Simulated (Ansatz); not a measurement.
Geometry optimisation in Ansatz: input, command and trajectory.

```yaml
crystal:
  lattice:
    - [3.0826480677, 0.0, 0.0]
    - [-1.5413240339, 2.6696515376, 0.0]
    - [0.0, 0.0, 3.3284406047]
  atoms:
    - { symbol: Zn, position: [0.0, 0.0, 0.0] }
    - { symbol: C, position: [0.3333333333, 0.6666666667, 0.5] }
    - { symbol: C, position: [0.6666666667, 0.3333333333, 0.5] }
basis:
  ecutwfc: 420
kpoints:
  mp_grid: { grid: [6, 6, 6] }
hamiltonian:
  xc: pbe
scf:
  occupations: { method: gaussian, width: 0.1 }
  lower_state_search: "off"
output:
  forces: true
  stress: true
  eigenvalues: true
relax:
  adjacent_minimum: "off"
  f_tol: 0.04
  max_steps: 70
  cell: { stress_tol: 0.4 }
```

```bash
ansatz run input.yaml --threads 1 --pin off --max-ram 2560MiB --backend cpu --events-out ev --progress --plain --runs-dir out
```

Level of theory: DFT PBE, scalar-relativistic, plane waves, PAW in Ansatz 0.2.0.

Of 38 frames 10 are shown, positions in Å and forces in eV/Å; the SCF threshold varies from step to step. Steps run on the plane waves of an earlier cell, with a Pulay correction in the pressure. The basis is chosen afresh for the last frame, the zero of the energies, and at times for earlier ones too; energy and pressure step there, also at an unchanged geometry. Here that happened at steps 12 (-188 meV/atom, 14.6 GPa), 22 (-50 meV/atom, 4.3 GPa), 29 (-13 meV/atom, 0.6 GPa), 34 (-5 meV/atom, 0.2 GPa); the frames before carry an error of that size. The end is built of layers, and without a dispersion correction their distances are poorly fixed.

```xyz
3
Lattice="3.0826 0.0000 0.0000 -1.5413 2.6697 0.0000 0.0000 0.0000 3.3284" Properties=species:S:1:pos:R:3:forces:R:3 pbc="T T T" step=1 free_energy_over_end_meV_per_atom=1991.04 pressure_GPa=-7.33
Zn    0.0000    0.0000    0.0000    0.0000    0.0000    0.0000
C     0.0000    1.7798    1.6642    0.0000    0.0000    0.0000
C     1.5413    0.8899    1.6642    0.0000    0.0000    0.0000
3
Lattice="2.6464 0.0000 0.0000 -1.3232 2.2918 0.0000 0.0000 0.0000 3.9752" Properties=species:S:1:pos:R:3:forces:R:3 pbc="T T T" step=5 free_energy_over_end_meV_per_atom=993.79 pressure_GPa=10.63
Zn    0.0000    0.0000    0.0000    0.0000    0.0000    0.0000
C     0.0000    1.5279    1.9876    0.0000    0.0000    0.0000
C     1.3232    0.7639    1.9876    0.0000    0.0000    0.0000
3
Lattice="2.5196 0.0000 0.0000 -1.2598 2.1821 0.0000 0.0000 0.0000 4.6281" Properties=species:S:1:pos:R:3:forces:R:3 pbc="T T T" step=9 free_energy_over_end_meV_per_atom=571.75 pressure_GPa=7.30
Zn    0.0000    0.0000    0.0000    0.0000    0.0000    0.0000
C     0.0000    1.4547    2.3141    0.0000    0.0000    0.0000
C     1.2598    0.7274    2.3141    0.0000    0.0000    0.0000
3
Lattice="2.5155 0.0000 0.0000 -1.2578 2.1785 0.0000 0.0000 0.0000 4.9209" Properties=species:S:1:pos:R:3:forces:R:3 pbc="T T T" step=13 free_energy_over_end_meV_per_atom=302.81 pressure_GPa=11.76
Zn    0.0000    0.0000    0.0000    0.0000    0.0000    0.0000
C     0.0000    1.4523    2.4604    0.0000    0.0000    0.0000
C     1.2578    0.7262    2.4604    0.0000    0.0000    0.0000
3
Lattice="2.5032 0.0000 0.0000 -1.2516 2.1678 0.0000 0.0000 0.0000 5.5783" Properties=species:S:1:pos:R:3:forces:R:3 pbc="T T T" step=17 free_energy_over_end_meV_per_atom=137.25 pressure_GPa=3.72
Zn    0.0000    0.0000    0.0000    0.0000    0.0000    0.0000
C     0.0000    1.4452    2.7891    0.0000    0.0000    0.0000
C     1.2516    0.7226    2.7891    0.0000    0.0000    0.0000
3
Lattice="2.4927 0.0000 0.0000 -1.2464 2.1588 0.0000 0.0000 0.0000 5.9819" Properties=species:S:1:pos:R:3:forces:R:3 pbc="T T T" step=22 free_energy_over_end_meV_per_atom=60.71 pressure_GPa=4.34
Zn    0.0000    0.0000    0.0000    0.0000    0.0000    0.0000
C     0.0000    1.4392    2.9910    0.0000    0.0000    0.0000
C     1.2464    0.7196    2.9910    0.0000    0.0000    0.0000
3
Lattice="2.4979 0.0000 0.0000 -1.2490 2.1633 0.0000 0.0000 0.0000 6.6393" Properties=species:S:1:pos:R:3:forces:R:3 pbc="T T T" step=26 free_energy_over_end_meV_per_atom=24.47 pressure_GPa=0.36
Zn    0.0000    0.0000    0.0000    0.0000    0.0000    0.0000
C     0.0000    1.4422    3.3196    0.0000    0.0000    0.0000
C     1.2490    0.7211    3.3196    0.0000    0.0000    0.0000
3
Lattice="2.4928 0.0000 0.0000 -1.2464 2.1589 0.0000 0.0000 0.0000 7.0386" Properties=species:S:1:pos:R:3:forces:R:3 pbc="T T T" step=30 free_energy_over_end_meV_per_atom=8.15 pressure_GPa=0.71
Zn    0.0000    0.0000    0.0000    0.0000    0.0000    0.0000
C     0.0000    1.4392    3.5193    0.0000    0.0000    0.0000
C     1.2464    0.7196    3.5193    0.0000    0.0000    0.0000
3
Lattice="2.4930 0.0000 0.0000 -1.2465 2.1590 0.0000 0.0000 0.0000 7.4845" Properties=species:S:1:pos:R:3:forces:R:3 pbc="T T T" step=34 free_energy_over_end_meV_per_atom=1.75 pressure_GPa=0.17
Zn    0.0000    0.0000    0.0000    0.0000    0.0000    0.0000
C     0.0000    1.4394    3.7423    0.0000    0.0000    0.0000
C     1.2465    0.7197    3.7423    0.0000    0.0000    0.0000
3
Lattice="2.4923 0.0000 0.0000 -1.2461 2.1584 0.0000 0.0000 0.0000 7.8580" Properties=species:S:1:pos:R:3:forces:R:3 pbc="T T T" step=38 free_energy_over_end_meV_per_atom=0.00 pressure_GPa=0.05
Zn    0.0000    0.0000    0.0000    0.0000    0.0000    0.0000
C     0.0000    1.4389    3.9290    0.0000    0.0000    0.0000
C     1.2461    0.7195    3.9290    0.0000    0.0000    0.0000
```

The start puts this composition into another compound's structure type, which needn't suit it. The cell swells from 9.1 to 14.1 Å³ an atom, so the end can be far from any stable crystal. At the end the space group is P6/mmm (tolerance 0.05 Å).

It took 47 s on 1 thread of Arm Neoverse V1, with other jobs on the host, peak memory 0.3 GiB.

The k mesh is coarse.